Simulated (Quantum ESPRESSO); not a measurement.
Parts of the isotropic shielding in Ag4IBr3, by GIPAW with PBE in a modified build of Quantum ESPRESSO, on JTH PAW datasets, 20 Ha, k-mesh 5×5×5 shifted:

```yaml
crystal:
  lattice:
    - [5.93180, 0.00000, 0.00000]
    - [0.00000, 5.93180, 0.00000]
    - [0.00000, 0.00000, 5.93180]
  atoms:
    - { symbol: Ag, position: [0.00000, 0.00000, 0.00000] }
    - { symbol: I, position: [0.50000, 0.00000, 0.00000] }
    - { symbol: Ag, position: [0.00000, 0.50000, 0.50000] }
    - { symbol: Br, position: [0.50000, 0.50000, 0.50000] }
    - { symbol: Ag, position: [0.50000, 0.00000, 0.50000] }
    - { symbol: Br, position: [0.00000, 0.00000, 0.50000] }
    - { symbol: Ag, position: [0.50000, 0.50000, 0.00000] }
    - { symbol: Br, position: [0.00000, 0.50000, 0.00000] }
```
The cell was made here from a computed Materials Project entry: one of 4 Br replaced by I, cell and atoms relaxed (PBE without dispersion, pw.x of Quantum ESPRESSO, symmetry kept). The parent is AgBr in Fm-3m. The swapped cell is a model, not a known phase. Stability against distortions was not tested. The run has no spin polarisation.

The core term is that of the free atom's frozen core; the paramagnetic column sums the reconstruction terms. Shieldings are absolute and leave out the bulk-susceptibility term; a larger σ means a smaller chemical shift. By our sweeps, such settings leave a few ppm in absolute σ on light atoms and up to some 20 ppm from Zn on. No spin–orbit coupling; I is the heaviest element present. The datasets of I, Br hold no d projectors, which limits absolute σ on these atoms. The band gap at this level is small, which makes the paramagnetic part of σ large and sensitive to the functional. The structure is static (0 K, no zero-point motion).

| site | core | bare (smooth current) | diamagnetic correction | paramagnetic corrections | σ_iso (ppm) |
|---|---|---|---|---|---|
| Ag1 (atoms 1, 5, 7) | 4673.9 | 35.8 | 110.8 | (withheld) | (withheld) |
| I (atom 2) | 5697.1 | 49.6 | -7.6 | (withheld) | (withheld) |
| Ag2 (atom 3) | 4673.9 | 37.1 | 111.1 | (withheld) | (withheld) |
| Br (atoms 4, 6, 8) | 3103.4 | 54.4 | -8.4 | (withheld) | (withheld) |

What belongs in the gaps?


- Ag1 (atoms 1, 5, 7), paramagnetic corrections: -1459.9
- Ag1 (atoms 1, 5, 7), σ_iso (ppm): 3360.6
- I (atom 2), paramagnetic corrections: -1197.8
- I (atom 2), σ_iso (ppm): 4541.3
- Ag2 (atom 3), paramagnetic corrections: -1308.4
- Ag2 (atom 3), σ_iso (ppm): 3513.6
- Br (atoms 4, 6, 8), paramagnetic corrections: -883.0
- Br (atoms 4, 6, 8), σ_iso (ppm): 2266.3
